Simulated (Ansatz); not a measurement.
## Phases of BiMo at 400 GPa

Structure types of BiMo are relaxed in primitive cells with their symmetry kept at 400 GPa, on PAW files; LAPW relaxes the small cells further and takes the PAW cell for the others (marked *). The enthalpy is E + pV at zero temperature, without zero-point motion. Only the types listed were tried, and differences under about 5 meV/atom are mesh noise. The real phase may be another.

All numbers are PBEsol results (scalar-relativistic) from Ansatz 0.2.0, with Fermi–Dirac smearing of 0.1 eV, no spin polarisation. Methods: LAPW: all electrons, basis error target 0.5 meV/atom; PAW: frozen-core files, cutoff 420 eV.

k meshes: rocksalt 14×14×14, CsCl 14×14×14, zincblende 13×13×13, wurtzite 10×10×6, WC 14×14×13.

Spin–orbit coupling is left out, which matters for the heavy atoms. The PAW files were made under PBE.

| start type | ends as | a, b, c (Å) | V (Å³/atom) | H − H(lowest), LAPW (meV/atom) |
| --- | --- | --- | --- | --- |
| rocksalt | rocksalt, Fm-3m | 4.451, 4.451, 4.451 | 11.02 | ? |
| CsCl | CsCl, Pm-3m | 2.750, 2.750, 2.750 | 10.40 | 0.0 |
| zincblende | zincblende, F-43m | 4.695, 4.695, 4.695 | 12.94 | 11199.0 |
| wurtzite* | distorted wurtzite, P6_3mc | 2.471, 2.471, 8.270 | 10.93 | ? |
| WC | distorted WC, P-6m2 | 2.586, 2.586, 3.662 | 10.61 | 883.7 |

Q: Fill in "H − H(lowest), LAPW (meV/atom)" for the row "rocksalt".

A: 3102.2.

Q: Give the missing entry: row "wurtzite*", column "H − H(lowest), LAPW (meV/atom)".

A: 2481.7.

Q: Split the lead of CsCl over distorted WC into energy and pV.

A: For distorted WC less CsCl: ΔE = +349.8 meV/atom, and p·ΔV = 400 GPa × +0.2138 Å³ × 6.242 meV/(GPa·Å³) = +533.8 meV/atom, together 883.6 meV/atom. CsCl wins on both counts.
